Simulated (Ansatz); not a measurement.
ZnS (6H polytype, P6_3mc), a = b = 3.743 Å, c = 18.375 Å, α = β = 90.00°, γ = 120.00°.

Relaxed with LDA.

Question: Give the optical modes at the zone centre with their infrared activity from DFPT, LDA in the plane-wave PAW code Ansatz.

Answer: Transverse frequencies, without the LO–TO term; a row sums one degenerate level.

| ω (cm⁻¹) | degeneracy | IR ((D/Å)²/amu) | activity |
|---|---|---|---|
| 43 | 2 | 0.00 | IR-inactive |
| 44 | 2 | 0.00 | IR-inactive |
| 65 | 2 | 0.00 | IR-inactive |
| 66 | 2 | 0.00 | IR-inactive |
| 71 | 2 | 0.00 | IR-inactive |
| 103 | 1 | 0.00 | IR-inactive |
| 105 | 1 | 0.00 | IR-inactive |
| 176 | 1 | 0.00 | IR-inactive |
| 177 | 1 | 0.00 | IR-inactive |
| 200 | 1 | 0.00 | IR-inactive |
| 291 | 1 | 23.60 | IR |
| 292 | 2 | 45.05 | IR |
| 293 | 2 | 0.00 | IR-inactive |
| 296 | 2 | 0.00 | IR-inactive |
| 299 | 2 | 0.47 | IR |
| 303 | 2 | 0.00 | IR-inactive |
| 304 | 2 | 0.00 | IR-inactive |
| 346 | 1 | 0.01 | IR-inactive |
| 346 | 1 | 0.00 | IR-inactive |
| 347 | 1 | 0.00 | IR-inactive |
| 347 | 1 | 0.00 | IR-inactive |
| 348 | 1 | 0.00 | IR-inactive |

Question: How high does the top mode go among those that the LO–TO term moves?

Answer: 348 cm⁻¹ for q along x, 348 cm⁻¹ for q along y, 348 cm⁻¹ for q along z.

The first step of the workflow began from a Materials Project structure, measured or hypothetical. Its sites differ from those of the usual phase in this space group: another stacking or structure type. Symmetry was held in the LDA relaxation; whether a distortion lowers the energy is not shown.

Potentials: the later of the program's two PAW sets.
